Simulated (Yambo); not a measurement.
A G0W0@PBEsol run in Yambo for NaTaO3 (space group P4/mbm, No. 127) (2×2×4 Γ-centred k mesh, bands 5 to 189 and a 7 Ry block in the screening, 189 bands in G with the Bruneval-Gonze terminator, plasmon pole fitted at 27.2 eV) gives these matrix elements, in eV, at the band edges (Z → Γ):

| state | E0 | <Vxc> | <Σx> | <Σc(E0)> | Z |
|---|---|---|---|---|---|
| valence edge | 0.000 | -20.004 | -25.124 | 4.539 | 0.776 |
| conduction edge | 2.328 | -14.919 | -9.302 | -4.220 | 0.827 |

Q: Solve the linearised quasiparticle equation for both states, give the gap, and say how exchange and correlation each act on it.

A: E = E0 + Z(Σx + Σc − Vxc). Valence: 0.000 + 0.776 × (-25.124 + (4.539) − (-20.004)) = -0.45 eV. Conduction: 2.328 + 0.827 × (-9.302 + (-4.220) − (-14.919)) = 3.48 eV. The gap is 3.93 eV, against 2.33 eV in PBEsol. Replacing Vxc by bare exchange alone would open it by 10.74 eV; correlation takes back 8.76 eV of that, and Z scales what is left. Nearest settings tried, and what they do to the gap: 129 bands in W, 129 bands in G: +72 meV. Not varied: block, mesh. So the settings aren't converged at that level. Spin-orbit coupling is left out, which matters for elements this heavy: edges can move by tenths of an eV.

Geometry of the Materials Project entry, not relaxed at this level; primitive cell a = 5.477 Å, b = 5.477 Å, c = 3.959 Å, α = 90.00°, β = 90.00°, γ = 90.00°.

This is not the ordinary phase of the substance.
